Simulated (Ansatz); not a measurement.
Relaxed-ion elastic tensor of Zr (hcp (Mg type), P6_3/mmc) in GPa (Voigt order), PBEsol (plane waves, PAW; program Ansatz); density 6.75 g/cm³, 22.46 Å³ per atom.

```json
[
 {"": "1", "1": "135", "2": "79.2", "3": "72.7", "4": "0.0", "5": "0.0", "6": "0.0"},
 {"": "2", "1": "79.2", "2": "135", "3": "72.7", "4": "0.0", "5": "0.0", "6": "0.0"},
 {"": "3", "1": "72.7", "2": "72.7", "3": "172", "4": "0.0", "5": "0.0", "6": "0.0"},
 {"": "4", "1": "0.0", "2": "0.0", "3": "0.0", "4": "22.5", "5": "0.0", "6": "0.0"},
 {"": "5", "1": "0.0", "2": "0.0", "3": "0.0", "4": "0.0", "5": "22.5", "6": "0.0"},
 {"": "6", "1": "0.0", "2": "0.0", "3": "0.0", "4": "0.0", "5": "0.0", "6": "28.1"}
]
```

**Question.** Is the crystal mechanically stable?

**Answer.** Yes: the smallest eigenvalue of C is 22.5 GPa.

**Question.** Work out the Voigt, Reuss and Hill averages.

**Answer.** K_V = 99.1, K_R = 98.3, K_H = 98.7; G_V = 29.1, G_R = 27.3, G_H = 28.2 GPa.

**Question.** Give Young's modulus, Poisson's ratio, Pugh's ratio and the universal anisotropy index.

**Answer.** E = 9KG/(3K + G) = 77.3 GPa; ν = 0.37; K/G = 3.50 (ductile by the Pugh limit of 1.75); A_U = 5G_V/G_R + K_V/K_R − 6 = 0.34.

**Question.** Estimate the sound speeds and the Debye temperature.

**Answer.** v_l = √((K + 4G/3)/ρ) = 4500 m/s, v_t = √(G/ρ) = 2050 m/s, mean 2310 m/s; Θ = (h/k)(3n/4πV)^(1/3) v_m = 243 K.

**Question.** Solve the Christoffel equation for the three sound speeds along x, y, z.

**Answer.** Eigenvalues of C_ijkl n_j n_l equal ρv². In km/s, slowest first: x 1.82, 2.04, 4.48; y 1.82, 2.04, 4.48; z 1.82, 1.82, 5.05.

**Question.** How much does each axis shrink under pressure?

**Answer.** Linear compressibilities β_i = Σ_j S_ij (j = 1 to 3): x 3.8, y 3.8, z 2.6 per TPa.

The cell was relaxed with PBEsol under the symmetry of its start. No spin polarisation was allowed. As this level gives no gap, shear constants depend on the k-mesh and smearing (Fermi–Dirac, 0.1 eV here).

Potentials: the later of the program's two PAW sets.
